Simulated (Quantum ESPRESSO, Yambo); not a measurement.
# SiC: DFT and GW levels

```cif
data_C2Si2
_chemical_formula_sum 'C2 Si2'
_space_group_name_H-M_alt 'P 1'
_space_group_IT_number 1
_cell_length_a 3.05396
_cell_length_b 3.05396
_cell_length_c 5.01195
_cell_angle_alpha 90.000
_cell_angle_beta 90.000
_cell_angle_gamma 120.000
loop_
_space_group_symop_operation_xyz
  'x, y, z'
loop_
_atom_site_label
_atom_site_type_symbol
_atom_site_fract_x
_atom_site_fract_y
_atom_site_fract_z
_atom_site_occupancy
C1 C 0.33333 0.66667 0.87540 1
C2 C 0.66667 0.33333 0.37540 1
Si1 Si 0.33333 0.66667 0.49960 1
Si2 Si 0.66667 0.33333 0.99960 1
```

Cell and atoms were relaxed with LDA from Materials Project entry mp-7140, within its symmetry.

Starting point: norm-conserving LDA (Quantum ESPRESSO, 82 Ry, no spin-orbit coupling). G0W0 in Yambo: 6×6×4 Γ-centred k mesh, 76 bands and a 8 Ry block in the screening, 76 bands in G with the Bruneval-Gonze terminator, plasmon pole fitted at 27.2 eV.

The LDA gap along the band path is 2.14 eV and the LDA gap between the mesh's edge points (Γ → K) is 2.14 eV. The G0W0 gap between the same points is 3.00 eV, the LDA smallest direct gap on the mesh (at M) is 3.94 eV and the G0W0 direct gap at that point is 4.98 eV.

| k point | band | E LDA (eV) | E QP (eV) | shift (eV) | Z |
|---|---|---|---|---|---|
| Γ | VB | 0.00 | -0.47 | -0.47 | 0.80 |
| Γ | CB | 4.94 | 5.44 | 0.50 | 0.81 |
| M | VB | -1.21 | -1.81 | -0.60 | 0.80 |
| M | CB | 2.73 | 3.17 | 0.44 | 0.82 |
| K | VB | -3.91 | -4.69 | -0.77 | 0.78 |
| K | CB | 2.14 | 2.53 | 0.39 | 0.83 |

Energies count from the LDA valence-band maximum.

Nearest settings tried, and what they do to the gap: 59 bands in W, 59 bands in G: +0 meV; 6 Ry block (73 vectors against 111): -117 meV; 6×6×2 mesh: +0 meV. So the settings aren't converged at that level.
